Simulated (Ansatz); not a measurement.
**Calculated ²⁰⁹Bi NMR of the central transition for BiTe**

Cell: a COD entry, ions relaxed with PBE at fixed cell.

Space group P-3m1 (No. 164); a = 4.4220, c = 24.0500 Å, γ = 120.00°.

```csv
site,Wyckoff,site symmetry,x,y,z
Bi1,2c,3m.,0.0000,0.0000,0.1248
Bi3,2d,3m.,0.3333,0.6667,0.2916
Bi5,2d,3m.,0.6667,0.3333,0.4650
Te7,2d,3m.,0.3333,0.6667,0.0536
Te9,2d,3m.,0.6667,0.3333,0.2087
Te11,2c,3m.,0.0000,0.0000,0.3636
```

One atom of each set is listed.

Computed with Ansatz: DFT, r2SCAN, plane waves and PAW, scalar-relativistic, 500 eV cutoff, Γ-centred 11×11×2 k-points, Fermi–Dirac smearing 0.05 eV.

²⁰⁹Bi has I = 9/2 and Q = -516.0 mb (Pyykkö 2018); at 14.1 T its Larmor frequency is ν₀ = 98.2 MHz (from the bare nuclear moment; shielding lowers the observed one by a per cent or two). Only the quadrupole interaction is simulated: positions count from each site's isotropic chemical shift, and shift anisotropy, dipolar and J coupling are left out.

Simulated pattern of one Bi site (static powder, Gaussian broadening 10 kHz):

(offset (kHz), height): (-161.8, 0), (-155.2, 10), (-148.5, 68), (-141.9, 100), (-135.2, 70), (-128.6, 54), (-121.9, 46), (-115.3, 41), (-108.6, 38), (-102.0, 35), (-95.3, 33), (-88.7, 32), (-82.0, 31), (-75.4, 29), (-68.7, 28), (-62.1, 28), (-55.4, 28), (-48.7, 27), (-42.1, 26), (-35.4, 27), (-28.8, 26), (-22.1, 26), (-15.5, 26), (-8.8, 26), (-2.2, 24), (4.5, 21), (11.1, 21), (17.8, 21), (24.4, 22), (31.1, 23), (37.7, 25), (44.4, 26), (51.0, 29), (57.7, 32), (64.3, 38), (71.0, 50), (77.7, 71), (84.3, 49), (91.0, 7), (97.6, 0)

(1) Which |C_Q| and η does the pattern imply?

Answers

(1) The pattern spans 229 kHz before broadening and its centre of gravity is at -44.0 kHz, which fixes P_Q; the places of the horns and steps fix η. That gives P_Q = 55.8 MHz, |C_Q| = 55.8 MHz and η = 0.00, the values that the calculation gives site Bi5 (3 Bi at 3.06 Å, 3 Te at 3.53 Å). The other sites have |C_Q| = 16.8, 40.9 MHz. The sign of C_Q can't be read from the pattern.

An axis of threefold or higher order runs through Bi5, so V_zz lies along it and η is zero.

The largest force is 0.3 eV/Å, so the atoms aren't at the calculated equilibrium and relaxing them would move these values. Spin–orbit coupling is left out, which shifts gradients on Bi by a few per cent in wide-gap crystals, and can shift them far more where the calculated gap is small or absent, as here. Newer work puts Q(²⁰⁹Bi) near −420 mb, which would lower these couplings by about a fifth. With a gap of 0.11 eV under a smearing of 0.05 eV the band edges are partly filled, so small gradients can hang on the smearing and the k-mesh.
